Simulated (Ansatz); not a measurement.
This run works on a generated trial structure, not on a known crystal.

Input and command of a plane-wave DFT calculation in Ansatz:

```yaml
crystal:
  lattice:
    - [0.0, 3.75175452, 3.75175452]
    - [3.75175452, 0.0, 3.75175452]
    - [3.75175452, 3.75175452, 0.0]
  atoms:
    - { symbol: Si, position: [0.0, 0.0, 0.0] }
    - { symbol: Ru, position: [0.64570346, 0.64570346, 0.64570346] }
    - { symbol: Ru, position: [0.64570346, 0.64570346, 0.06288962] }
    - { symbol: Ru, position: [0.64570346, 0.06288962, 0.64570346] }
    - { symbol: Ru, position: [0.06288962, 0.64570346, 0.64570346] }
    - { symbol: Ru, position: [0.5, 0.5, 0.5] }
    - { symbol: Pd, position: [0.25, 0.25, 0.25] }
basis:
  ecutwfc: 420
kpoints:
  mp_grid: { grid: [4, 4, 4] }
hamiltonian:
  xc: pbe
scf:
  occupations: { method: gaussian, width: 0.2 }
  lower_state_search: "off"
output:
  forces: true
  stress: true
  eigenvalues: true
relax:
  adjacent_minimum: "off"
  f_tol: 0.08
  max_steps: 16
  cell: { stress_tol: 0.8 }
```

```bash
ansatz run input.yaml --threads 1 --pin off --max-ram 2560MiB --backend cpu --events-out ev --progress --plain --runs-dir out
```

Processor: Intel(R) Xeon(R) Processor @ 2.50GHz (Skylake/Cascade Lake), 1 thread, on a host shared with other jobs.

Question: Estimate time, memory and problem size.

Answer: About 2.9 min, peak memory 0.45 GiB. It solves 62 bands at 8 k points (after reduction by symmetry) with about 3119 plane waves (on the last cell), in 73 SCF iterations over 11 ionic steps.
